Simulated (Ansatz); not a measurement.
Input and command of a calculation in Ansatz (plane waves; scalar-relativistic PAW potentials unless the input names others):

```yaml
crystal:
  lattice:
    - [3.8846583513, 0.0, 0.0]
    - [0.0, 3.8846583513, 0.0]
    - [0.0, 0.0, 3.8846583513]
  atoms:
    - { symbol: Ba, position: [0.0, 0.0, 0.0] }
    - { symbol: Fe, position: [0.5, 0.5, 0.5], spin: 2.92 }
    - { symbol: O, position: [0.5, 0.5, 0.0], spin: 0.19 }
    - { symbol: O, position: [0.0, 0.5, 0.5], spin: 0.19 }
    - { symbol: O, position: [0.5, 0.0, 0.5], spin: 0.19 }
basis:
  ecutwfc: 420
kpoints:
  mp_grid: { grid: [0, 10, 10] }
hamiltonian:
  xc: pbesol
scf:
  occupations: { method: gaussian, width: 0.1 }
  max_iter: 60
output:
  forces: true
  eigenvalues: true
  stress: true
magnetization:
  spin_polarized: true
```

```bash
ansatz run input.yaml --threads 2 --pin off --max-ram 5120MiB --backend cpu --events-out ev --progress --plain --runs-dir out
```

**Question.** Will this input run?

**Answer.** The program refuses it, because of a mesh with a zero (kpoints.mp_grid.grid: [10, 10, 10] → [0, 10, 10]). With the sound run's settings it is accepted.

Abridged log:
```
Error: invalid value for `kpoints.mp_grid.grid`: each dimension must be in 1..=255
```